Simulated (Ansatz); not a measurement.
Bi2Se3 (Bi2Te3 type, space group R-3m)

```
CELL_PARAMETERS angstrom
      2.04075     1.17823     9.22135
     -2.04075     1.17823     9.22135
      0.00000    -2.35646     9.22135
ATOMIC_POSITIONS crystal
  Bi 0.40186 0.40186 0.40186
  Bi 0.59814 0.59814 0.59814
  Se 0.00000 0.00000 0.00000
  Se 0.20781 0.20781 0.20781
  Se 0.79219 0.79219 0.79219
```

The slice is a (1 -1 0 2) plane (indices of the conventional cell) through the point (0.598, 0.598, 0.598) (fractional), spanned by u = [1 0 -1] and v = [010] in vectors of this cell: u (4.08 Å) and v (9.52 Å, at 90° to u). It covers one period; positions are fractions (u, v).

These are PBEsol-D3(BJ) (plane waves to 420 eV, PAW, scalar-relativistic; Ansatz, a first-principles code) values and carry that method's errors. k mesh 9×9×9. These are valence fields of a PAW run, semicore shells included where kept as valence: close to a nucleus they are smooth pseudo fields. At this level the bands of Bi2Se3 touch or barely overlap; measurements give the solid a gap. Bi2Se3 was relaxed with its symmetry unable to fall. Spin-orbit coupling is left out, though Bi is heavy. The PAW data are Ansatz's earlier set.

Task: Sketch the electron localisation function (ELF) on this plane as a map.

Result: 
```
|xxxx3344332222222222334433xx|
|3333444433445555554433444433|
|5544443344667788776644334444|
|3333334477889999998877443333|
|2222335588999999999988553322|
|0011336699999999999999663311|
|0000226699999999999999662200|
|0000115588999999999988551100|
|0000002255778899887755220000|
|0000000011335566553311000000|
|2211000000001111110000000011|
|5544220000000000000000002244|
|6666442200000000000000224466|
|7766553311000000000011335566|
|6666553311000000000011335566|
|5555443311000000000011334455|
|4444332211000000000011223344|
|3333332211000000000011223333|
|3333221100000011000000112233|
|2222111111112233221111111122|
|1111111133556666665533111111|
|0000113366888888888866331100|
|0000225588999999999988552200|
|0000337799999999999999773300|
|0000337799999988999999773300|
|0011226688999999999988662211|
|2222224477999999999977442222|
|4444333344778888887744333344|
|5555553333335555553333335555|
|3333555533221122112233555533|
|xxxx3355442211001122445533xx|
|xxxx3355442211001122445533xx|
```
Scale: ten equal steps from 0.02 (start of '0') to 0.81 (end of '9'), in the order '0123456789'. Values: electron localisation function (ELF). The map has 14 points along u (two characters each, u = 0 at the left) and 32 along v (v = 0 in the bottom row). Points within 0.5 Å of a nucleus are blanked (x), as the pseudised field means little there.
